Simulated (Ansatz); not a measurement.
## How far is PAW off for Hf?

```
Hf
1.0
     0.00000    2.26440    2.22000
     2.26440    0.00000    2.22000
     2.26440    2.26440    0.00000
Hf
1
Direct
  0.00000 0.00000 0.00000
```

The conventional cell has a = 3.202 Å, b = 3.202 Å, c = 4.440 Å, α = 90.00°, β = 90.00°, γ = 90.00°. Around Hf (atom 1) lie 12 Hf at 3.17 to 3.20 Å.

The cell comes from COD entry 1534929, which wasn't checked; take it as a given geometry. The listed cell was then made from it by scaling, straining or moving an atom.

No spin–orbit coupling, which matters for the heavy atoms here.

Levels of theory: DFT, LDA, PAW with Ansatz's default frozen-core files, scalar-relativistic (Ansatz 0.2.0); DFT, LDA, all-electron PAW with datasets made for the crystal, scalar-relativistic (Ansatz 0.2.0); DFT, LDA, all-electron LAPW, scalar-relativistic (Ansatz 0.2.0).

For PAW: a Γ-centred 13×13×13 k mesh, Fermi–Dirac smearing of 0.03 eV, cutoff 420 eV, no spin polarisation; the PAW files were made with PBE, and the program remakes their frozen cores for this functional. The crystal-made all-electron datasets (AE datasets) take a cutoff of 400 eV at this cell. LAPW targets a basis error of 1 meV/atom. The Ansatz runs share mesh, smearing and spin set-up. Plane-wave (PAW) pressures include the program's estimate of the Pulay term.

Stress and pressure are positive in compression.

The change that made this cell: equal xx and yy strain of +2 %.

Spin–orbit coupling is left out, which moves gradients at and beside heavy atoms by some per cent and at worst by a factor of two.

In a metal, gradients converge slowly with the k mesh: the values move by tens of per cent from one mesh to another, at times in sign, so only the comparison on one mesh counts.

```tsv
quantity	PAW	AE datasets	LAPW
pressure (GPa)	-9.15	-9.13	-9.13
stress xx (GPa)	-9.31	-9.29	-9.29
stress zz (GPa)	-8.83	-8.81	-8.81
field gradient Vzz at Hf (10²¹ V/m²)	1.91	1.91	–
```

PAW's pressure differs from the LAPW value by -0.03 GPa. Datasets made for the crystal and LAPW share parts of one code, so their agreement isn't an independent check.
